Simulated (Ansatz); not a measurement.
SiC, first-principles data

SiC:
```
SiC
1.0
    3.12259     0.00000     0.00000
   -1.56129     2.70424     0.00000
    0.00000     0.00000     5.22278
Si C
2 2
Direct
  0.33333   0.66667   0.25000
  0.66667   0.33333   0.75000
  0.33333   0.66667   0.75000
  0.66667   0.33333   0.25000
```

Space group P6_3/mmc (No. 194); conventional cell a = 3.123 Å, b = 3.123 Å, c = 5.223 Å, α = 90.00°, β = 90.00°, γ = 120.00°.

Method: plane-wave PAW PBE+D3(BJ) (Ansatz code). Geometry: relaxed at this level of theory. Other levels are named where they apply.

### Cell and energy

```json
{
  "volume_per_atom": "11.03 Å³",
  "density": "3.02 g/cm³",
  "Formation energy from the elements (no fitted shifts)": "0.18 eV/atom"
}
```

### Electronic structure

```json
{
  "band_gap": "0.98 eV (indirect)",
  "valence_band_maximum": "on the Γ–M line, 19 % of the way from Γ",
  "conduction_band_minimum": "at M (3 equivalent valleys)",
  "smallest_direct_gap_on_the_standard_path": "2.58 eV",
  "electron_effective_mass": "0.15, 1.0, 1.0 mₑ (principal values)",
  "Weight of the conduction-edge state by species (Voronoi cells)": "Si 62 %, C 38 %",
  "Weight of the valence-edge state by species (Voronoi cells)": "C 86 %, Si 14 %"
}
```

The start of the workflow was typed in or built on a structure type; neither database checked (COD, Materials Project) lists it. It is not the phase usual at ambient conditions (space group No. 186, 216). Symmetry was held in the PBE+D3(BJ) relaxation; its stability against distortions is not shown here. The volume moved by -44 % from the start of the relaxation. Its formation energy is positive at this level, so the cell may be metastable or incomplete. The references are the lowest solids computed at this level, not always the standard phases.

Potentials: the later of the program's two PAW sets.
